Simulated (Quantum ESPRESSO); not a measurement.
# Strain and stress in AlSi2PC4

These are calculations, not measurements. They come from pw.x of Quantum ESPRESSO 7.5, a plane-wave density functional program, with PseudoDojo standard norm-conserving files (v0.5 for PBE, v0.4.1 for LDA and PBEsol). The cells are made up: elements, strain and atom displacements were drawn at random, and nothing was relaxed. There is no spin polarisation, spin-orbit coupling or dispersion term.

The cell has 8 sites of a zincblende or diamond lattice. Sites 1 to 4 hold Al Si Si P; sites 5 to 8 hold C C C C. Cell vectors in Å: (4.363, 0.043, 0.075); (0.043, 4.338, 0.042); (0.075, 0.042, 4.493). Settings: PBE, cutoff 1116 eV, 4 x 4 x 4 k mesh shifted by half a step, Fermi-Dirac smearing of 0.025 eV.

Each run adds a shear xy (given as the tensor component) to one cell, with the atoms carried along; the vectors above are those of run 4. Stress is positive in tension and P is minus a third of its trace. E is the free energy for each atom above the lowest run shown.

| run | strain (%) | s_xx (GPa) | s_yy (GPa) | s_zz (GPa) | s_xy (GPa) | P (GPa) | E (meV/atom) |
| --- | --- | --- | --- | --- | --- | --- | --- |
| 1 | -1.60 | -11.02 | -7.51 | -3.59 | -3.12 | 7.37 | 0.84 |
| 2 | -1.33 | -11.03 | -7.55 | -3.56 | -1.76 | 7.38 | 0.00 |
| 4 | -0.34 | -11.20 | -7.83 | -3.48 | 3.23 | 7.50 | 0.88 |
| 5 | 0.93 | -11.80 | -8.57 | -3.55 | 9.65 | 7.97 | 11.82 |
| 6 | 1.15 | -11.94 | -8.73 | -3.57 | 10.77 | 8.08 | 14.78 |
| 7 | 2.04 | -12.66 | -9.53 | -3.76 | 15.29 | 8.65 | 30.37 |
| 3 | -0.73 | ? | ? | ? | ? | ? | ? |

A rerun of one of these cells at 1347 eV and k mesh 6 x 6 x 6 moved values by no more than 0.007 eV in the cell's energy, 0.06 GPa in stress and 0.004 eV/Å in force.

## Worked fit

A parabola through the six runs shown gives s_xy = 4.95 + 5.05 e + 0.008 e² GPa, with e in per cent and a scatter of 0.01 GPa. The slope is a stiffness of 505 ± 1 GPa for each unit of this strain at e = 0, twice a shear constant under the stress shown, since the tensor component is half the shear angle. The atoms are clamped, and relaxing them would in general lower it. The error is the larger of the fit's own and the change that a cubic makes, rounded up.

## Withheld run

Question: what s_xy should run 3 give?

The fit gives 1.27 GPa. The calculation gave 1.25 GPa.

```
run,strain (%),s_xx (GPa),s_yy (GPa),s_zz (GPa),s_xy (GPa),P (GPa),E (meV/atom)
3,-0.73,-11.10,-7.69,-3.49,1.25,7.43,-0.32
```